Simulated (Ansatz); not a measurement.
MgMnV4O12: do the settings matter for the field gradients?

Cell: a computed structure from the Materials Project (it need not be an observed phase), taken as it stands.

```
CELL_PARAMETERS angstrom
4.96693 0.00000 0.00000
-0.02260 5.29979 0.00000
-0.11211 -0.84549 7.68464
ATOMIC_POSITIONS crystal
Mg 0.49969 0.92953 0.28385
Mn 0.00219 0.41615 0.28893
V 0.00682 0.98479 0.98726
V 0.49793 0.52859 0.53411
V 0.00630 0.01696 0.53266
V 0.51026 0.48117 0.98925
O 0.28469 0.23509 0.41519
O 0.10837 0.02590 0.74173
O 0.30834 0.85062 0.04945
O 0.19126 0.71515 0.40950
O 0.81138 0.73035 0.93084
O 0.39543 0.53754 0.73974
O 0.65225 0.55335 0.21037
O 0.20078 0.34919 0.04455
O 0.78532 0.33218 0.52728
O 0.69255 0.22597 0.92193
O 0.86840 0.07107 0.21354
O 0.67207 0.83153 0.51789
```

Atom numbers follow the list; atoms alike are taken as one site, whose name carries the number of the first.

Reference run. The numbers come from a DFT calculation in Ansatz (PBE, plane waves and PAW, scalar-relativistic, collinear spin, 420 eV cutoff, Γ-centred 5×4×3 k-points, Fermi–Dirac smearing 0.02 eV). Start moments as typed (μB): 5 on each Mn, none on the rest.

Problem. The input is changed as follows: `kpoints.mp_grid.grid`: [5, 4, 3] → [5, 3, 4]; `scf.max_iter`: not typed → 75. What happens to V_zz (10²¹ V/m²) and η?

Solution. 

| site | atom | V_zz reference | η reference | V_zz changed | η changed |
| --- | --- | --- | --- | --- | --- |
| Mg | 1 | 0.65 | 0.56 | 0.65 | 0.56 |
| Mn | 2 | 1.81 | 0.16 | 1.79 | 0.14 |
| V5 | 5 | 5.43 | 0.14 | 5.40 | 0.14 |
| V6 | 6 | -3.67 | 0.66 | -3.68 | 0.66 |
| O7 | 7 | -4.15 | 0.54 | -4.15 | 0.54 |
| O10 | 10 | -4.65 | 0.69 | -4.65 | 0.69 |
| O12 | 12 | 2.43 | 0.82 | 2.42 | 0.83 |
| O13 | 13 | 4.35 | 0.71 | 4.35 | 0.71 |
| O14 | 14 | -4.21 | 0.60 | -4.22 | 0.60 |
| O15 | 15 | 3.18 | 0.69 | 3.18 | 0.69 |
| O17 | 17 | -5.15 | 0.44 | -5.15 | 0.44 |
| O18 | 18 | 5.54 | 0.23 | 5.54 | 0.23 |

The largest change of V_zz is on V5, from 5.43 to 5.40. In per cent, |V_zz| changes by 0 on Mg, -2 on Mn, -1 to 0 on V, 0 on O (all sites that start above 0.5). The table leaves out 6 of the 18 sites, with |V_zz| up to 4.76; their tensors move by 0.01 at most along any direction. The statements above cover all sites. SCF iterations: 28 and 30.

On the reference run: At this cell the PBE pressure is -6 GPa, so with PBE the cell would shrink if it were relaxed. The entry's cell may itself be off. The largest force is 1.5 eV/Å, so the atoms aren't at the calculated equilibrium and relaxing them would move these values. With a gap of 0.3 eV on this mesh, small gradients can still move by 0.1 × 10²¹ V/m² or more as the k-mesh gets denser. All moments are parallel here, as the start or the cell imposes; many such compounds order antiparallel, where fields and spin densities carried over to other atoms largely cancel. The magnetic order is the one that the run reached from its start moments, not necessarily the measured one.
